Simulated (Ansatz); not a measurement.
Here is an unrelaxed guess for AlSi2B4.

Space group C2/m (No. 12). a = 5.065 Å, b = 5.072 Å, c = 5.863 Å, α = 90.00°, β = 113.06°, γ = 90.00°
```csv
atom,site,symmetry,x,y,z
Al,2a,2/m,0.0000,0.0000,0.0000
Si,4i,m,0.6553,0.0000,0.2990
B,4e,-1,0.2500,0.2500,0.0000
B,4h,2,0.5000,0.2526,0.5000
```

Computed with DFT PBE, scalar-relativistic, plane waves, PAW (Ansatz). Cutoff 420 eV; k points 6×6×4 on the computed 7-atom cell (Γ-centred); Gaussian smearing, width 0.10 eV; no spin polarisation.

The zero of energy is the elements' standard structures at the same level; no fitted shifts are applied.

Question: Estimate its pressure, forces and energy as it stands.

Answer: The pressure is 34.7 GPa (the mean over three directions, positive in compression), the largest force is 0.94 eV/Å, and the energy is +1.62 eV/atom against the elements. The shortest distance is 1.79 Å.

Question: How much does it gain on relaxing, and where does it end?

Answer: Relaxing gains about 0.99 eV/atom (the start's value is from the coarse mesh, so the gain is rough) in 29 ionic steps and ends at +0.63 eV/atom on the finer mesh. The symmetry goes from C2/m (No. 12) to I4/mmm (No. 139). The volume per atom grows by 2.3 %, from 9.9 to 10.1 Å³. The shortest distance goes from 1.79 Å (Al–B) to 1.76 Å (B–B). Conventional cell: a = 4.492 Å, c = 7.030 Å. Al has 4 B at 2.25 Å and 2 Si at 2.41 Å; Si is surrounded by 1 Si at 2.20 Å, 4 B at 2.34 Å, 1 Al at 2.41 Å and 4 B at 2.50 Å; around B on a site of symmetry mmm lie 2 B at 1.76 Å, 2 Al at 2.25 Å and 4 Si at 2.50 Å; 1 more site not described.

The last run used a 12×12×12 mesh for its 7-atom cell and Gaussian smearing of 0.10 eV. The cell is a metal run without spin; a magnetic state may lie lower. The relaxation can't lower the symmetry of the start. A structure relaxed within its symmetry needn't be a true minimum.
